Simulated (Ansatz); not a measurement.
Geometry optimisation in Ansatz: input, command and trajectory.

```yaml
crystal:
  lattice:
    - [5.0331777649, -0.1927287998, 0.0110351164]
    - [-0.1927287998, 6.2110109464, -0.2270415322]
    - [0.0110351164, -0.2270415322, 6.4045588204]
  atoms:
    - { symbol: Si, position: [0.9873511966, 0.9549792067, 0.5210520979] }
    - { symbol: Si, position: [0.2532598104, 0.707074177, 0.8266407013] }
    - { symbol: Cu, position: [0.0190044506, 0.0475137459, 0.951682613] }
    - { symbol: Cu, position: [0.511096368, 0.0420297084, 0.9615094152] }
    - { symbol: Cu, position: [0.9927004618, 0.4544026688, 0.0477505224] }
    - { symbol: Cu, position: [0.2359097956, 0.1964958225, 0.2942548082] }
    - { symbol: Cu, position: [0.4894622805, 0.4517872028, 0.0327354751] }
    - { symbol: Cu, position: [0.4776177155, 0.9404464288, 0.5579844444] }
    - { symbol: Cu, position: [0.7381663603, 0.1966189529, 0.2960708129] }
    - { symbol: Cu, position: [0.0076117991, 0.553549826, 0.4627547317] }
    - { symbol: Cu, position: [0.2589614994, 0.7976970704, 0.2064947208] }
    - { symbol: Cu, position: [0.2491365252, 0.2987221917, 0.6952803979] }
    - { symbol: Cu, position: [0.7618394658, 0.7975870242, 0.202888418] }
    - { symbol: Cu, position: [0.7597176403, 0.7149571222, 0.7878196356] }
    - { symbol: Ga, position: [0.5047134988, 0.5346617017, 0.4216200901] }
    - { symbol: Ga, position: [0.7510527351, 0.2892152112, 0.7185368562] }
  symmetry: { detect: false }
basis:
  ecutwfc: 420
kpoints:
  mp_grid: { grid: [4, 4, 3] }
hamiltonian:
  xc: pbe
scf:
  occupations: { method: gaussian, width: 0.1 }
  lower_state_search: "off"
output:
  forces: true
  stress: true
  eigenvalues: true
relax:
  adjacent_minimum: "off"
  f_tol: 0.04
  max_steps: 25
  cell: { stress_tol: 0.3 }
```

```bash
ansatz run input.yaml --threads 4 --pin off --max-ram 9216MiB --backend cpu --events-out ev --progress --plain --runs-dir out
```

Computed with Ansatz, DFT PBE, scalar-relativistic, plane waves, PAW.

Of 7 frames 7 are shown, positions in Å and forces in eV/Å; the SCF threshold varies from step to step. Steps run on the plane waves of an earlier cell, with a Pulay correction in the pressure. The basis is chosen afresh for the last frame, the zero of the energies, and can be on the way; energy and pressure step there, also at an unchanged geometry.

```xyz
16
Lattice="5.0332 -0.1927 0.0110 -0.1927 6.2110 -0.2270 0.0110 -0.2270 6.4046" Properties=species:S:1:pos:R:3:forces:R:3 pbc="T T T" step=1 free_energy_over_end_meV_per_atom=13.21 pressure_GPa=0.63
Si    4.7912    5.6228    3.1312    0.0420   -0.0460    0.1420
Si    1.1476    4.1552    5.1365    0.0560   -0.1000   -0.1040
Cu    0.0970    0.0754    6.0845   -0.0220   -0.0640   -0.0290
Cu    2.5749   -0.0558    6.1541   -0.0390   -0.0560   -0.0010
Cu    4.9094    2.6201    0.2136   -0.0210    0.0240    0.0680
Cu    1.1528    1.1082    1.8426    0.0660    0.1110   -0.0560
Cu    2.3768    2.7043    0.1125    0.0210   -0.0140   -0.0560
Cu    2.2288    5.6224    3.3654    0.0470    0.1640   -0.0560
Cu    3.6807    1.0117    1.8597    0.0050    0.0040    0.0460
Cu   -0.0633    3.3316    2.8381   -0.0070   -0.0680    0.0510
Cu    1.1519    4.8577    1.1443   -0.0510    0.0130    0.0520
Cu    1.2040    1.6495    4.3879    0.0040   -0.0580   -0.0400
Cu    3.6830    4.7609    1.1267   -0.0070   -0.0420   -0.0930
Cu    3.6947    4.1153    4.8917   -0.0490    0.0180   -0.0100
Ga    2.4419    3.1278    2.5845    0.0030    0.0210    0.2170
Ga    3.7324    1.4884    4.5445   -0.0470    0.0940   -0.1300
16
Lattice="5.0736 -0.1659 0.0160 -0.1616 6.2060 -0.2224 0.0165 -0.2237 6.3545" Properties=species:S:1:pos:R:3:forces:R:3 pbc="T T T" step=2 free_energy_over_end_meV_per_atom=8.54 pressure_GPa=0.39
Si    4.8730    5.6458    3.1216    0.0680   -0.0380    0.1240
Si    1.1890    4.1571    5.0838    0.0550   -0.0700   -0.1210
Cu    0.0979    0.0711    6.0362   -0.0370   -0.0690   -0.0500
Cu    2.5936   -0.0449    6.1063   -0.0460   -0.0410    0.0100
Cu    4.9668    2.6481    0.2160    0.0020    0.0200    0.0350
Cu    1.1754    1.1232    1.8270    0.0680    0.0910   -0.0600
Cu    2.4138    2.7161    0.1151    0.0330    0.0070   -0.0170
Cu    2.2891    5.6493    3.3349    0.0560    0.1160   -0.0670
Cu    3.7230    1.0344    1.8481    0.0270    0.0060    0.0190
Cu   -0.0457    3.3234    2.8207   -0.0120   -0.0580    0.0260
Cu    1.1828    4.8589    1.1416   -0.0650    0.0010    0.0350
Cu    1.2221    1.6483    4.3592   -0.0220   -0.0460    0.0100
Cu    3.7359    4.7727    1.1274   -0.0320   -0.0400   -0.0410
Cu    3.7528    4.1376    4.8594   -0.0320    0.0230   -0.0110
Ga    2.4791    3.1418    2.5918   -0.0260    0.0550    0.1650
Ga    3.7703    1.5144    4.5057   -0.0360    0.0440   -0.0570
16
Lattice="5.2411 -0.0224 0.0407 0.0056 6.1472 -0.1953 0.0432 -0.2003 6.1406" Properties=species:S:1:pos:R:3:forces:R:3 pbc="T T T" step=3 free_energy_over_end_meV_per_atom=3.51 pressure_GPa=1.24
Si    5.2950    5.7457    3.0939    0.0170    0.0150   -0.0480
Si    1.4110    4.1570    4.8254   -0.0730    0.0710    0.0970
Cu    0.0694    0.0232    5.8103    0.0040    0.1130    0.0770
Cu    2.6417    0.0197    5.9211    0.0830    0.0320   -0.0180
Cu    5.2569    2.7871    0.2118   -0.0930   -0.0120    0.0100
Cu    1.3074    1.1942    1.7408   -0.0510   -0.0390    0.0540
Cu    2.6126    2.7974    0.1606    0.0570   -0.0320    0.0400
Cu    2.6230    5.7549    3.1816   -0.1280   -0.0690    0.0080
Cu    3.9475    1.1675    1.7942    0.0400   -0.0010   -0.1050
Cu    0.0197    3.2548    2.7410    0.1120   -0.0110   -0.0920
Cu    1.2980    4.8253    1.1119   -0.0040    0.0740    0.0650
Cu    1.2873    1.6363    4.2922    0.1180    0.0330   -0.0810
Cu    3.9486    4.8170    1.1764    0.0510   -0.0090   -0.0640
Cu    4.0377    4.2441    4.7187   -0.1500   -0.0920    0.0560
Ga    2.6237    3.2103    2.6484   -0.0690    0.0690   -0.1980
Ga    3.9262    1.6276    4.3726    0.0870   -0.1420    0.1970
16
Lattice="5.2697 -0.0626 0.0015 -0.0436 6.1376 -0.2138 -0.0057 -0.2173 6.2314" Properties=species:S:1:pos:R:3:forces:R:3 pbc="T T T" step=4 free_energy_over_end_meV_per_atom=0.75 pressure_GPa=-1.19
Si    5.2468    5.6879    3.0741   -0.0340    0.0060    0.0150
Si    1.3256    4.1302    4.8954   -0.0030    0.0220    0.0170
Cu    0.0365    0.0249    5.9002   -0.0080   -0.0300    0.0070
Cu    2.6207   -0.0120    5.9954    0.0060   -0.0440   -0.0330
Cu    5.2587    2.7441    0.1667   -0.0230   -0.0220    0.0070
Cu    1.2831    1.1732    1.7651    0.0050    0.0330    0.0120
Cu    2.6066    2.7602    0.1481   -0.0080    0.0170   -0.0330
Cu    2.5351    5.7032    3.1971   -0.0080   -0.0010    0.0190
Cu    3.9442    1.1332    1.7870    0.0110   -0.0200   -0.0040
Cu   -0.0092    3.2473    2.7620   -0.0260    0.0390    0.0550
Cu    1.2532    4.8260    1.1015    0.0350   -0.0250    0.0350
Cu    1.2755    1.6254    4.3242   -0.0090    0.0120    0.0050
Cu    3.9322    4.7731    1.1338    0.0070    0.0320    0.0150
Cu    3.9380    4.1703    4.7428    0.0210   -0.0110   -0.0190
Ga    2.5875    3.1904    2.6371    0.0490   -0.0320   -0.0540
Ga    3.9177    1.5517    4.4345   -0.0140    0.0220   -0.0430
16
Lattice="5.2350 -0.0655 0.0097 -0.0468 6.1238 -0.2165 0.0047 -0.2195 6.2256" Properties=species:S:1:pos:R:3:forces:R:3 pbc="T T T" step=5 free_energy_over_end_meV_per_atom=0.06 pressure_GPa=0.07
Si    5.2047    5.6823    3.0907    0.0200   -0.0710   -0.0480
Si    1.3193    4.1150    4.8947   -0.0130    0.0260    0.0080
Cu    0.0457    0.0204    5.8995    0.0060   -0.0200    0.0090
Cu    2.6158   -0.0224    5.9857    0.0040   -0.0030    0.0010
Cu    5.2130    2.7292    0.1825   -0.0010   -0.0010   -0.0090
Cu    1.2790    1.1740    1.7663   -0.0120   -0.0020   -0.0030
Cu    2.5841    2.7522    0.1335    0.0050   -0.0020    0.0110
Cu    2.5204    5.6855    3.2001   -0.0220   -0.0170    0.0070
Cu    3.9194    1.1233    1.7876   -0.0020    0.0010   -0.0140
Cu   -0.0075    3.2492    2.7707    0.0090    0.0110   -0.0040
Cu    1.2545    4.8131    1.1111   -0.0040   -0.0070    0.0050
Cu    1.2696    1.6236    4.3203    0.0160    0.0010   -0.0030
Cu    3.9116    4.7659    1.1366    0.0030    0.0050    0.0070
Cu    3.9201    4.1495    4.7439    0.0080    0.0060   -0.0030
Ga    2.5825    3.1769    2.6193    0.0220   -0.0060    0.0080
Ga    3.8995    1.5394    4.4192   -0.0390    0.0800    0.0290
16
Lattice="5.2427 -0.0703 0.0118 -0.0532 6.1222 -0.2083 0.0080 -0.2110 6.2224" Properties=species:S:1:pos:R:3:forces:R:3 pbc="T T T" step=6 free_energy_over_end_meV_per_atom=-0.04 pressure_GPa=-0.02
Si    5.2045    5.6731    3.0889    0.0080   -0.0030    0.0090
Si    1.3182    4.1251    4.8984    0.0000    0.0010    0.0030
Cu    0.0503    0.0261    5.8986    0.0040    0.0050   -0.0070
Cu    2.6248   -0.0158    5.9855   -0.0050    0.0010   -0.0020
Cu    5.2187    2.7249    0.1842   -0.0020    0.0010    0.0020
Cu    1.2767    1.1741    1.7663    0.0010   -0.0060    0.0020
Cu    2.5850    2.7521    0.1431   -0.0060   -0.0010   -0.0090
Cu    2.5123    5.6848    3.2105   -0.0010   -0.0020   -0.0050
Cu    3.9232    1.1212    1.7878   -0.0020   -0.0010    0.0070
Cu   -0.0057    3.2482    2.7730   -0.0010    0.0060   -0.0030
Cu    1.2545    4.8071    1.1179    0.0000    0.0090    0.0040
Cu    1.2733    1.6266    4.3211    0.0020    0.0000    0.0020
Cu    3.9139    4.7622    1.1441    0.0010   -0.0020    0.0020
Cu    3.9270    4.1582    4.7456    0.0010   -0.0050   -0.0010
Ga    2.5891    3.1743    2.6269    0.0020   -0.0020    0.0040
Ga    3.9024    1.5521    4.4274    0.0000    0.0000   -0.0100
16
Lattice="5.2427 -0.0703 0.0118 -0.0532 6.1222 -0.2083 0.0080 -0.2110 6.2224" Properties=species:S:1:pos:R:3:forces:R:3 pbc="T T T" step=7 free_energy_over_end_meV_per_atom=0.00 pressure_GPa=-0.01
Si    5.2045    5.6731    3.0889    0.0080   -0.0030    0.0090
Si    1.3182    4.1251    4.8984    0.0000    0.0020    0.0030
Cu    0.0503    0.0261    5.8986    0.0040    0.0040   -0.0070
Cu    2.6248   -0.0158    5.9855   -0.0050    0.0010   -0.0020
Cu    5.2187    2.7249    0.1842   -0.0020    0.0020    0.0020
Cu    1.2767    1.1741    1.7663    0.0010   -0.0060    0.0020
Cu    2.5850    2.7521    0.1431   -0.0060   -0.0010   -0.0090
Cu    2.5123    5.6848    3.2105   -0.0010   -0.0020   -0.0050
Cu    3.9232    1.1212    1.7878   -0.0020   -0.0010    0.0070
Cu   -0.0057    3.2482    2.7730   -0.0010    0.0060   -0.0030
Cu    1.2545    4.8071    1.1179    0.0000    0.0090    0.0040
Cu    1.2733    1.6266    4.3211    0.0010    0.0000    0.0020
Cu    3.9139    4.7622    1.1441    0.0010   -0.0020    0.0020
Cu    3.9270    4.1582    4.7456    0.0010   -0.0050   -0.0010
Ga    2.5891    3.1743    2.6269    0.0020   -0.0020    0.0050
Ga    3.9024    1.5521    4.4274    0.0010    0.0000   -0.0100
```

Time: 3.6 min on 4 threads of Intel(R) Xeon(R) Platinum 8488C (Sapphire Rapids) (shared host), peak memory 1.4 GiB.

The k mesh is coarse.